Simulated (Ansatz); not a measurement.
According to PBEsol (plane waves, PAW; program Ansatz), SnGe in the orthorhombic phase (Pmma; Ge on 2e, Ge on 2f, Sn on 2e, Sn on 2f) relaxes to a = 4.328 Å, b = 4.302 Å, c = 12.315 Å. Ge on 2e has 4 nearest neighbours from 2.53 Å (tetrahedral); Ge on 2f has 4 nearest neighbours from 2.53 Å (tetrahedral); Sn on 2e has 4 nearest neighbours from 2.65 Å (tetrahedral); Sn on 2f has 4 nearest neighbours from 2.77 Å (tetrahedral). Its formation energy from the elements is 0.083 eV/atom, with no fitted shifts.

Electronic character: metallic (no gap).

The bulk modulus is 50.8 GPa.

The start of the workflow was typed in or built on a structure type; neither database checked (COD, Materials Project) lists it. Whether it is the stable phase at ambient conditions was not checked. The PBEsol relaxation kept the symmetry of its start; whether a distortion lowers the energy is not shown. The references are the lowest solids computed at this level, not always the standard phases. Scalar-relativistic: spin–orbit coupling is off unless named, which matters more the heavier the elements.

Potentials: the earlier of the program's two PAW sets. The files were generated under PBE; for other functionals the program regenerates the frozen cores, and for LDA and PBEsol the local potential too.
